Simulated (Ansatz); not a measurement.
SiNi:
```yaml
crystal:
  lattice:
    - [5.09528, 0.00000, 0.00000]
    - [0.00000, 3.35857, 0.00000]
    - [0.00000, 0.00000, 5.56993]
  atoms:
    - { symbol: Si, position: [0.82129, 0.75000, 0.58410] }
    - { symbol: Si, position: [0.17871, 0.25000, 0.41590] }
    - { symbol: Si, position: [0.67871, 0.25000, 0.08410] }
    - { symbol: Si, position: [0.32129, 0.75000, 0.91590] }
    - { symbol: Ni, position: [0.50777, 0.25000, 0.68914] }
    - { symbol: Ni, position: [0.49223, 0.75000, 0.31086] }
    - { symbol: Ni, position: [0.99223, 0.75000, 0.18914] }
    - { symbol: Ni, position: [0.00777, 0.25000, 0.81086] }
```

Relaxed with r²SCAN. Special points in fractions of this cell's reciprocal vectors: Γ (0.000, 0.000, 0.000); X (0.500, 0.000, 0.000); S (0.500, 0.500, 0.000); Y (0.000, 0.500, 0.000); Z (0.000, 0.000, 0.500); U (0.500, 0.000, 0.500); R (0.500, 0.500, 0.500); T (0.000, 0.500, 0.500).

Problem. List the band energies nearest the Fermi level at these points for r²SCAN (plane waves, PAW; program Ansatz).

Solution. In eV from the Fermi level; about four levels below and three above (degenerate sets whole), none deeper than 8.9 eV; points with the same levels are listed once.

```csv
k,below,above
Γ,-2.05 -1.38 -1.24 -1.02,0.69 1.49 3.46
X,-2.13 -2.13 -2.01 -2.01,1.03 1.03 1.16 1.16
S,-1.83 -1.83 -1.83 -1.83,0.52 0.52 0.52 0.52
Y,-1.57 -1.57 -0.61 -0.61,2.10 2.10 2.78 2.78
Z,-1.58 -1.58 -0.27 -0.27,0.87 0.87 3.56 3.56
U,-2.31 -2.31 -1.10 -1.10,0.83 0.83 2.38 2.38
R,-2.07 -2.07 -2.07 -2.07,2.66 2.66 2.66 2.66
T,-2.17 -2.17 -1.84 -1.84,0.15 0.15 1.53 1.53
```

Space group Pnma. The cell was relaxed with r²SCAN under the symmetry of its start. The run is not spin-polarised.

Potentials: the earlier of the program's two PAW sets.
